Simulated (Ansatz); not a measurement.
HfGe2:
```yaml
crystal:
  lattice:
    - [1.87092, -7.32245, 0.00000]
    - [1.87092, 7.32245, 0.00000]
    - [0.00000, 0.00000, 3.71023]
  atoms:
    - { symbol: Hf, position: [0.10490, 0.89510, 0.75000] }
    - { symbol: Hf, position: [0.89510, 0.10490, 0.25000] }
    - { symbol: Ge, position: [0.43933, 0.56067, 0.75000] }
    - { symbol: Ge, position: [0.56067, 0.43933, 0.25000] }
    - { symbol: Ge, position: [0.25029, 0.74971, 0.25000] }
    - { symbol: Ge, position: [0.74971, 0.25029, 0.75000] }
```

Relaxed with LDA. Special points in fractions of this cell's reciprocal vectors: Γ (0.000, 0.000, 0.000); Y (-0.500, 0.500, 0.000); C0 (-0.266, 0.734, 0.000); Σ0 (0.266, 0.266, 0.000); Z (0.000, 0.000, 0.500); A0 (0.266, 0.266, 0.500); E0 (-0.266, 0.734, 0.500); T (-0.500, 0.500, 0.500); S (0.000, 0.500, 0.000); R (0.000, 0.500, 0.500).

Problem. List the band energies nearest the Fermi level at these points for LDA (plane waves, PAW; program Ansatz).

Solution. In eV from the Fermi level; about four levels below and three above (degenerate sets whole), none deeper than 8.9 eV; points with the same levels are listed once.

```json
[
 {"k": "Γ", "below": "-2.43 -2.22 -2.22 -0.22", "above": "1.48 1.70 1.83"},
 {"k": "Y", "below": "-2.35 -1.98 -1.62 -0.01", "above": "1.40 1.43 1.57"},
 {"k": "C0", "below": "-1.45 -0.75 -0.41 -0.05", "above": "0.92 1.20 2.01"},
 {"k": "Z", "below": "-2.61 -2.61 -1.83 -1.83", "above": "0.06 0.06 0.36 0.36"},
 {"k": "A0", "below": "-3.46 -3.46 -2.53 -2.53", "above": "1.74 1.74 2.89 2.89"},
 {"k": "T", "below": "-0.69 -0.69 -0.16 -0.16", "above": "2.49 2.49 2.80 2.80"},
 {"k": "S", "below": "-1.62 -0.65 -0.34 -0.21", "above": "0.52 1.21 2.19"},
 {"k": "R", "below": "-3.41 -3.41 -2.55 -2.55", "above": "2.10 2.10 2.73 2.73"}
]
```

Space group Cmcm. The first step of the workflow began from a Materials Project structure, measured or hypothetical; the Crystallography Open Database files this formula in space group No. 63, but the cells were not matched. Its standing as an ambient phase is unchecked. The LDA relaxation kept the symmetry of its start; whether a distortion lowers the energy is not shown. No spin polarisation was allowed. Spin–orbit coupling is left out wherever it is not named.

Potentials: the later of the program's two PAW sets.
